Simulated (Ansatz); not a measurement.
# GeSb₄Te₇ (P-3m1) from LDA to hybrids

What experiment reports for this phase, and the runs try to reproduce:
- lattice constant a: 4.23 Å (a, hexagonal cell; 300 K; powder XRD; “Multiple superconducting phases driven by pressure in the topological insulator GeSb₄Te₇”, 2023, arxiv:2311.14472)
- lattice constant c: 23.82 Å (c, hexagonal cell; 300 K; powder XRD; “Multiple superconducting phases driven by pressure in the topological insulator GeSb₄Te₇”, 2023, arxiv:2311.14472)

The calculated numbers come from Ansatz. Spin-unpolarised throughout.

The cell is GeSb₄Te₇ (P-3m1) from a database of computed structures; cell and atoms were relaxed with r2SCAN+rVV10. It is trigonal, P-3m1 (No. 164); conventional cell a = 4.266 Å, c = 24.224 Å, 31.81 Å³ an atom. Around Ge lie 6 Te at 2.98 Å; around Sb lie 6 Te at 3.00–3.16 Å; around Sb lie 6 Te at 2.99–3.18 Å; around Te lie 3 Sb at 3.00 Å; around Te lie 3 Sb at 2.99 Å; around Te lie 3 Ge at 2.98 Å and 3 Sb at 3.18 Å; around Te lie 6 Sb at 3.16 Å.

```cif
data_structure
_symmetry_space_group_name_H-M 'P-3m1'
_symmetry_Int_Tables_number 164
_cell_length_a 4.2657
_cell_length_b 4.2657
_cell_length_c 24.2241
_cell_angle_alpha 90.000
_cell_angle_beta 90.000
_cell_angle_gamma 120.000
_cell_volume 381.73
loop_
_atom_site_label
_atom_site_type_symbol
_atom_site_symmetry_multiplicity
_atom_site_Wyckoff_symbol
_atom_site_fract_x
_atom_site_fract_y
_atom_site_fract_z
_atom_site_occupancy
Ge1 Ge 1 b 0.00000 0.00000 0.50000 1
Sb1 Sb 2 d 0.66667 0.33333 0.91821 1
Sb2 Sb 2 d 0.33333 0.66667 0.34802 1
Te1 Te 2 d 0.33333 0.66667 0.84780 1
Te2 Te 2 c 0.00000 0.00000 0.72195 1
Te3 Te 2 d 0.66667 0.33333 0.43089 1
Te4 Te 1 a 0.00000 0.00000 0.00000 1
```

Gaps on the r2SCAN+rVV10 cell, each the least over its mesh and the special points:
```
  level       k mesh  gap (eV)    kind  edges  least direct gap (eV)
    LDA      12×12×2      0.27  direct      A                   0.27
    PBE      12×12×2      0.32  direct      A                   0.32
 r2SCAN      12×12×2      0.41  direct      A                   0.41
  HSE06        6×6×1      0.60  direct      A                   0.60
   PBE0        6×6×1      1.01  direct      A                   1.01
LC-ωPBE  6×6×1 alone      3.80  direct      Γ                   3.80
```
PBE: smearing of 0.02 eV; the others have fixed occupations.
Wave cutoffs: 420 eV, 500 eV (r2SCAN).
A mesh marked alone had no extra points solved.

HSE06 gives a direct gap of 0.60 eV at A.

r2SCAN covers 34 % of the step from PBE to HSE06, while HSE06 needs about 7 times r2SCAN's cost (on a coarser mesh). All these functionals give a gap of the same kind, direct.

Calculation and measurement side by side:
- Lattice constant a, measured 4.23 Å: r2SCAN+rVV10 4.266 (+0.8 %).
- Lattice constant c, measured 23.82 Å: r2SCAN+rVV10 24.224 (+1.7 %).
The calculated lattice is static; the measured one holds thermal expansion and zero-point motion. Reports marked as nanostructured, strained, doped, implanted or mixed samples, and transport gaps, were set aside.

Spin-orbit coupling is left out, which matters wherever the heavy atoms make up the band edges.

The meshes of the hybrids are coarse, so their gaps aren't converged to the digits shown.
